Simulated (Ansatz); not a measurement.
## KTaO3: excitons and shallow donors from band masses and screening

All numbers below come from Ansatz 0.2.0, DFT r2SCAN, scalar-relativistic, plane waves, PAW.

Cutoff 500 eV; k points 6×6×6 on the computed 5-atom cell (Γ-centred); Gaussian smearing, width 0.02 eV; no spin polarisation.

Relaxed cell: Pm-3m, a = 3.990 Å, b = 3.990 Å, c = 3.990 Å, α = 90.00°, β = 90.00°, γ = 90.00°, 5 atoms in the primitive cell.

The calculation gives a Kohn–Sham gap of 2.63 eV, an electron mass of 0.418 mₑ and a hole mass of 1.47 mₑ (harmonic means over x, y, z and over the bands degenerate at each edge), and ε∞ = 4.90 (independent particles, mean of the diagonal).

Question: Estimate the binding energy and radius of a Wannier–Mott exciton and of a shallow donor, and say whether the hydrogenic model can hold.

Answer: The reduced mass is μ = mₙmₕ/(mₙ + mₕ) = 0.325 mₑ, with mₙ and mₕ the band masses. With E_b = 13.606 eV × μ/ε² and a = 0.529 Å × ε/μ (μ in mₑ) the exciton has E_b = 184 meV and a = 8.0 Å. For a donor μ is the electron mass: 237 meV and 6.2 Å. The radius isn't large against the shortest lattice vector (3.99 Å), so the continuum picture is doubtful and the numbers are only a scale. In a polar crystal the ions screen too, so a state bound more weakly than an optical phonon feels the larger static constant, which lowers the energy and widens the orbit. The other way, the small Kohn–Sham gap and the missing local fields make ε∞ too large and the masses tend to be too light, which underbinds. The edges lie at different points of the zone, so the exciton is indirect.

Spin-orbit coupling is left out, which matters for the bands of heavy elements.

Symmetry holds off the tilts and polar distortions that many cubic perovskites undergo.